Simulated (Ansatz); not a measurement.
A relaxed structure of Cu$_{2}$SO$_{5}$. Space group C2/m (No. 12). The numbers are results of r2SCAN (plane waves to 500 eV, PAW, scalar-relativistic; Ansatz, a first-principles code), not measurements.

```xyz
16
Lattice="4.6880 -3.1843 0.0000 4.6880 3.1843 0.0000 -4.2037 0.0000 6.4303" Properties=species:S:1:pos:R:3 pbc="T T T"
Cu    -0.1523     0.0000     1.3845
Cu     5.3246     0.0000     5.0458
Cu     2.3440    -1.5922     0.0000
Cu     2.3440     1.5922     0.0000
S      4.2391     0.0000     1.9996
S      0.9331     0.0000     4.4307
O      1.7084     1.2220     4.8564
O      3.4638    -1.2220     1.5739
O      3.4638     1.2220     1.5739
O      1.7084    -1.2220     4.8564
O      1.3595     0.0000     0.1039
O      3.8128     0.0000     6.3264
O     -0.3945     0.0000     5.0224
O      5.5667     0.0000     1.4079
O      4.2500     0.0000     3.4674
O      0.9222     0.0000     2.9630
```

**Question.** Give the band gap at the level r2SCAN.

**Answer.** No gap on the sampled points, where the bands overlap only slightly; such a result is sensitive to mesh and level.

No spin polarisation in the result. The d or f electrons are treated with no Hubbard U. A magnetic insulating state can be missed without it. A trial with spin found a lower state than this one, so it is not the electronic ground state.

The run could not lose the symmetry of its start.
